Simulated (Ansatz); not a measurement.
## Strain response of Ag

All numbers below come from DFT r2SCAN, scalar-relativistic, plane waves, PAW in Ansatz. Run with 500 eV cutoff, 18×18×12 k-mesh, Gaussian smearing of 0.10 eV, no spin polarisation.

The relaxed crystal:

```yaml
crystal:
  lattice:
    - [2.05218, 2.05218, 0.00000]
    - [-2.05218, 2.05218, 0.00000]
    - [0.00000, 0.00000, 4.10436]
  atoms:
    - { symbol: Ag, position: [0.00000, 0.00000, 0.00000] }
    - { symbol: Ag, position: [0.50000, 0.50000, 0.50000] }
```

Deformation: all cell vectors scaled alike, the atoms relaxed, all within the symmetry that the strain leaves. Energies are extrapolated to zero smearing. On this cell's mesh the reference holds a stress of up to 0.14 GPa.

```csv
strain (%),ΔE (meV/atom),a (Å),b (Å),c (Å)
-4.5,127.0,2.772,2.772,3.920
-3.0,52.6,2.815,2.815,3.981
-1.5,12.4,2.859,2.859,4.043
+0.0,0.0,2.902,2.902,4.104
+1.5,10.4,2.946,2.946,4.166
+3.0,39.0,2.989,2.989,4.227
+4.5,82.2,3.033,3.033,4.289
```

What stiffness (1/V) d²E/dε² at zero strain does a cubic fit over all points give?

A cubic fit gives (1/V) d²E/dε² = 959 GPa at zero strain (nine times the bulk modulus at fixed shape).

Cost: 7 runs of about 6.5 core-minutes in all, on Intel Xeon Processor @ 2.50GHz (Skylake/Cascade Lake) (shared hosts).